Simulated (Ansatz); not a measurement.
Cd (hcp (Mg type), P6_3/mmc) at seven volumes, PBEsol in the plane-wave PAW code Ansatz, shape and atoms relaxed at each. One row is withheld.

| V (Å³/atom) | P (GPa) |
|---|---|
| 18.992 | 7.34 |
| 19.618 | 4.37 |
| 20.244 | 1.95 |
| 20.870 | 0.00 |
| 21.496 | -1.56 |
| 22.122 | ? |
| 22.748 | -3.79 |

Fit the shown pressures and predict the withheld one.

P = (3/2)B₀(x^(7/2) − x^(5/2))[1 + (3/4)(B′ − 4)(x − 1)] with x = (V₀/V)^(2/3). Least squares on the six rows gives V₀ = 20.872 Å³/atom, B₀ = 57.9 GPa, B′ = 6.30. At V = 22.122, x = 0.9620 and P = -2.80 GPa. The run itself gave -2.84 GPa.

Symmetry was held in the PBEsol relaxation.

Potentials: the later of the program's two PAW sets.
